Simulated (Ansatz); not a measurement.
Clean, relaxed (110) surface of W, space group Im-3m (No. 229) (top face towards +c; atoms held fixed, by place in the list: 1, 2, 3, 4, 5, 6, 7, 8):

```yaml
crystal:
  lattice:
    - [5.47220, 0.00000, 0.00000]
    - [-1.82407, 5.15924, 0.00000]
    - [0.00000, 0.00000, 23.70205]
  atoms:
    - { symbol: W, position: [0.25000, 0.25000, 0.35862] }
    - { symbol: W, position: [0.25000, 0.75000, 0.35862] }
    - { symbol: W, position: [0.75000, 0.25000, 0.35862] }
    - { symbol: W, position: [0.75000, 0.75000, 0.35862] }
    - { symbol: W, position: [0.50000, 0.50000, 0.45287] }
    - { symbol: W, position: [0.50000, 0.00000, 0.45287] }
    - { symbol: W, position: [0.00000, 0.50000, 0.45287] }
    - { symbol: W, position: [0.00000, 0.00000, 0.45287] }
    - { symbol: W, position: [0.75000, 0.75000, 0.54764] }
    - { symbol: W, position: [0.75000, 0.25000, 0.54764] }
    - { symbol: W, position: [0.25000, 0.75000, 0.54764] }
    - { symbol: W, position: [0.25000, 0.25000, 0.54764] }
    - { symbol: W, position: [0.00000, 0.00000, 0.63939] }
    - { symbol: W, position: [0.00000, 0.50000, 0.63939] }
    - { symbol: W, position: [0.50000, 0.00000, 0.63939] }
    - { symbol: W, position: [0.50000, 0.50000, 0.63939] }
```

Theory: DFT PBE+D3(BJ), scalar-relativistic, plane waves, PAW (Ansatz). Settings: cutoff 420 eV, Γ-centred mesh 6×6×1 on the computed 16-atom cell, Gaussian smearing of 0.10 eV; no spin polarisation. A dipole correction removes the field between periodic images along c.

CH is put at the hollow (W-W-W) at (0.17, 0.83) site, one adsorbate per 28.2 Å², and relaxed. E_ads counts from the clean slab and the free adsorbate (spin-polarised where it has unpaired electrons); negative means bound. Heights count from the highest slab atom after relaxation. Bonded neighbours lie within 1.25 times the sum of covalent radii (1.35 for H) and, on that scale, within 12 % of the closest. With the adsorbate the cell is lengthened along c to keep the vacuum.

(1) How strongly does it bind, and where does its anchoring atom end?

(2) How high does its anchoring atom sit over the highest slab atom, and what is the shortest contact with the surface?

(3) The clean face has a work function of 4.82 eV. How does the adsorbate change it?

(4) Does the adsorbate stay in one piece?

Each end is the local minimum or symmetric point that its start leads to. The slab is only 6.7 Å thick, so the energies aren't converged with thickness.

The adsorbed runs have no spin polarisation, so weakly bound open-shell ends lie too high.

Answers

(1) -7.92 eV; at (0.25, 0.75), 2 bonded neighbours (W).

(2) 1.24 Å; C–W 2.07 Å.

(3) By -0.43 eV.

(4) Yes.